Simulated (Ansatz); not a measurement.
TiSi$_{2}$ (fluorite, space group No. 225) under volume change, the program Ansatz at the PBE level (PAW), scaled uniformly.

```
V (Å³/atom)  E − E(relaxed) (meV/atom)  P (GPa)
-----------  -------------------------  -------
15.959                             ___      ___
16.485                            18.2     6.07
17.011                             4.2     2.62
17.537                             0.0     0.00
18.063                             4.2    -2.50
18.590                             ___      ___
19.116                            33.7    -6.29
```

Task: What belongs in the gaps?

Result: 
- 18.590, E − E(relaxed) (meV/atom): 15.8
- 18.590, P (GPa): -4.54
- 15.959, E − E(relaxed) (meV/atom): 44.7
- 15.959, P (GPa): 10.13

Task: What does a third-order Birch–Murnaghan fit give for V₀, B₀ and B′?

Result: V₀ = 17.51 Å³/atom, B₀ = 87.5 GPa, B′ = 4.6.

Space group Fm-3m (fluorite). The cell is a constructed one: a structure type filled with these elements; neither database checked (COD, Materials Project) lists it. It is not the phase usual at ambient conditions (space group No. 63, 70). The cell was relaxed with PBE under the symmetry of its start; whether a distortion lowers the energy is not shown. The run is not spin-polarised.

Potentials: the later of the program's two PAW sets.
